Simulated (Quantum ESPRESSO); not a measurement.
# Where does Si sit best among Al sites?

The results below are calculated, not measured. They come from pw.x of Quantum ESPRESSO 7.5, a plane-wave density functional program, with PseudoDojo standard norm-conserving files (v0.5 for PBE, v0.4.1 for LDA and PBEsol). The cells are made up: elements, strain and atom displacements were drawn at random, and nothing was relaxed. There is no spin polarisation, spin-orbit coupling or dispersion term.

The cell has 16 sites of a zincblende or diamond lattice (two cubes along c). Sites 1 to 8 hold X Al Al Al X X Al X; sites 9 to 16 hold P P P P P P P P. Cell vectors in Å: (5.483, -0.038, 0.010); (-0.038, 5.459, 0.070); (0.020, 0.140, 10.857). Settings: PBE, cutoff 599 eV, 6 x 6 x 4 k mesh shifted by half a step, Fermi-Dirac smearing of 0.1 eV.

In each run one of the sites marked X holds Si and the others hold Al; cell and positions stay the same. E is the free energy of the cell.

```
site of the guest  first shell  mean distance (Å)  E above the lowest (eV)  P (GPa)  force on the guest (eV/Å)
                1           P4              2.342                    0.000     1.21                      0.829
                5           P4              2.381                    0.133     1.42                      0.568
                6           P4              2.354                    0.021     1.23                      0.570
                8           P4              2.375                    0.110     1.38                      0.769
```

A rerun of one of these cells at 838 eV and k mesh 8 x 8 x 6 moved values by no more than 0.002 eV in the cell's energy, 0.07 GPa in stress and 0.013 eV/Å in force.

## Reading the table

Site 1 is lowest, by 0.021 eV, over three times the rerun's bound. A straight line of energy against the mean distance has a slope of 3.6 ± 0.4 eV/Å, so the guest costs less on the tighter sites. The positions are random and not relaxed, so the differences hold for this frozen cell and are not site preferences of a real crystal.